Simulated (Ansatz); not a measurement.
ZrTiO$_{4}$:
```cif
data_O8Ti2Zr2
_chemical_formula_sum 'Zr2 Ti2 O8'
_space_group_name_H-M_alt 'P21212'
_space_group_IT_number 18
_space_group_name_Hall 'P 2 2ab'
_cell_length_a 4.72509
_cell_length_b 5.07586
_cell_length_c 5.62780
_cell_angle_alpha 90.000
_cell_angle_beta 90.000
_cell_angle_gamma 90.000
loop_
_space_group_symop_operation_xyz
  'x, y, z'
  '-x, -y, z'
  'x+1/2, -y+1/2, -z'
  '-x+1/2, y+1/2, -z'
loop_
_atom_site_label
_atom_site_type_symbol
_atom_site_symmetry_multiplicity
_atom_site_Wyckoff_symbol
_atom_site_fract_x
_atom_site_fract_y
_atom_site_fract_z
_atom_site_occupancy
Zr1 Zr 2 b 0.00000 0.50000 0.42226 1
Ti1 Ti 2 a 0.00000 0.00000 0.06965 1
O1 O 4 c 0.23693 0.32288 0.12480 1
O2 O 4 c 0.28270 0.33962 0.64943 1
```

Relaxed with PBEsol.

Q: Give the optical modes at the zone centre with their infrared activity from DFPT, plane-wave PAW PBEsol (Ansatz code).

A: Transverse frequencies, without the LO–TO term; a row sums one degenerate level.

```tsv
ω (cm⁻¹)	degeneracy	IR ((D/Å)²/amu)	activity	symmetry
109	1	25.01	IR	B3
133	1	0.00	IR-inactive	A
138	1	78.41	IR	B2
168	1	16.79	IR	B3
170	1	3.71	IR	B2
191	1	43.17	IR	B3
194	1	20.00	IR	B2
238	1	11.04	IR	B3
263	1	54.82	IR	B1
267	1	0.00	IR-inactive	A
273	1	40.99	IR	B2
289	1	0.00	IR-inactive	A
307	1	1.11	IR	B2
321	1	37.72	IR	B3
333	1	20.03	IR	B1
337	1	0.00	IR-inactive	A
368	1	3.49	IR	B2
387	1	0.46	IR	B1
395	1	0.00	IR-inactive	B3
396	1	0.00	IR-inactive	A
408	1	65.76	IR	B1
447	1	74.19	IR	B3
450	1	12.79	IR	B2
469	1	1.37	IR	B3
482	1	0.06	IR	B1
485	1	0.00	IR-inactive	A
508	1	22.61	IR	B2
554	1	0.00	IR-inactive	A
573	1	5.70	IR	B2
606	1	0.37	IR	B3
632	1	0.00	IR-inactive	A
676	1	4.25	IR	B1
778	1	0.00	IR-inactive	B1
```

Q: How high does the top mode go among those that the LO–TO term moves?

A: 789 cm⁻¹ for q along x, 757 cm⁻¹ for q along y, 748 cm⁻¹ for q along z.

Space group P2_12_12. The workflow started from a Materials Project entry (that database holds measured and hypothetical structures alike); the Crystallography Open Database copy checked does not list it. With Zr and Ti taken as one species the cell has the higher symmetry Pbcn, so it may be an ordered model of a mixed-site phase. Whether it is the stable phase at ambient conditions was not checked. The cell was relaxed with PBEsol under the symmetry of its start; its stability against distortions is not shown here. The run is not spin-polarised.

Potentials: the later of the program's two PAW sets.
